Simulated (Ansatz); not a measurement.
## Computed properties of Ti

Ti:
```
CELL_PARAMETERS angstrom
      4.51424     0.00000     0.00000
     -2.25712     3.90945     0.00000
      0.00000     0.00000     2.79897
ATOMIC_POSITIONS crystal
  Ti 0.00000 0.00000 0.00000
  Ti 0.33333 0.66667 0.50000
  Ti 0.66667 0.33333 0.50000
```

Space group P6/mmm (No. 191); conventional cell a = 4.5142 Å, b = 4.5142 Å, c = 2.7990 Å, α = 90.00°, β = 90.00°, γ = 120.00°.

Method: PBEsol (plane waves, PAW; program Ansatz). The cell and atoms are relaxed at this level. Other levels are named where they apply.

**Cell and energy**

- Volume per atom = 16.47 Å³
- Density = 4.83 g/cm³

**Electronic structure**

- Electronic character = metallic (no gap)
- Density of states at the Fermi level = 0.82 states/eV per atom (mean over ±0.08 eV)

**Mechanics**

* **Bulk modulus (Birch–Murnaghan fit)**: 120 GPa
* **Pressure derivative B′**: 3.5
* **Elastic constants (relaxed ions, GPa)**: C11 = 204, C12 = 90.6, C13 = 57.9, C33 = 257, C44 = 54.2
* **Mechanical stability**: stable (all eigenvalues of C positive)
* **Hill bulk and shear moduli**: 120 and 62.1 GPa
* **Young's modulus**: 159 GPa
* **Poisson's ratio**: 0.28
* **Debye temperature from the elastic constants**: 467 K

**Phonons**

* **Highest zone-centre frequency**: 222 cm⁻¹
* **Zone-centre stability**: no imaginary mode at Γ

This is a known high-pressure phase of the composition, computed here at zero pressure and temperature. Symmetry was held in the PBEsol relaxation. No spin polarisation was allowed. As this level gives no gap, shear constants depend on the k-mesh and smearing (Fermi–Dirac, 0.1 eV here). As this level gives no gap, phonon frequencies hold no LO–TO term and depend on the k-mesh and smearing (Fermi–Dirac, 0.1 eV here). Axis ratios of metals converge slowly with the k-mesh, so a and c are less sure than the volume.

Potentials: the earlier of the program's two PAW sets. The files were generated under PBE; for other functionals the program regenerates the frozen cores, and for LDA and PBEsol the local potential too.
